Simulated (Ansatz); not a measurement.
## AlGa₂N₃ (I-4m2) at 2 levels of theory

One geometry, relaxed with PBE; plane waves with PAW potentials in Ansatz, scalar-relativistic. No spin polarisation. Gaps are the least over mesh and band path; pressure is positive in compression.

```
Al Ga N
1.0
    -1.59232    1.59232    6.73581
     1.59232   -1.59232    6.73581
     1.59232    1.59232   -6.73581
Al Ga N
1 2 3
Direct
  0.50000 0.50000 0.00000
  0.83539 0.83539 0.00000
  0.16461 0.16461 0.00000
  0.42152 0.92152 0.50000
  0.07848 0.57848 0.50000
  0.75000 0.25000 0.50000
```

| level | cutoff (eV) | k mesh | gap (eV) | pressure (GPa) |
| --- | --- | --- | --- | --- |
| PBE | 420 | 12×12×12 | 2.24 | 0.0 |

Q: What comes out on the same cell with r2SCAN?

A:
```csv
level,cutoff (eV),k mesh,gap (eV),pressure (GPa)
r2SCAN,500,12×12×12,2.71,-5.7
```

The cell was found from a structure generator's guess, not taken from experiment.
